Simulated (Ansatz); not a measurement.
Relaxed Zr (hcp, Mg type):

```
Zr
1.0
    6.46319     0.00000     0.00000
   -1.61580     2.79864     0.00000
    0.00000     0.00000     5.17363
Zr
4
Direct
  0.16667   0.66667   0.75000
  0.66667   0.66667   0.75000
  0.33333   0.33333   0.25000
  0.83333   0.33333   0.25000
```

All values below come from PBE (plane waves to 420 eV, PAW, scalar-relativistic; Ansatz, a first-principles code). k mesh 13×13×7 (Γ-centred), Fermi-Dirac smearing 0.05 eV. With partly filled bands, energies and forces of such displacements shift with the k mesh and the smearing. The PAW data are Ansatz's earlier set. Zr is run without spin polarisation. Zr was relaxed with its symmetry unable to fall.

One atom of the cell was then moved (with its periodic images), all else fixed, and the forces (eV/Å) came out as:

```
atom      Fx      Fy     Fz
----  ------  ------  -----
Zr1   -0.053  -0.290  0.000
Zr2   -0.127   0.250  0.000
Zr3   -1.577  -0.351  0.000
Zr4    1.757   0.391  0.000
```

Problem. Which atom was moved, and by which vector (Å)?

Solution. Zr4, by (-0.38, 0.00, 0.00), 0.38 Å in all.

(A displaced cell: forces are minus the slopes of the energy, force constants its curvatures, and phonons follow from these.)
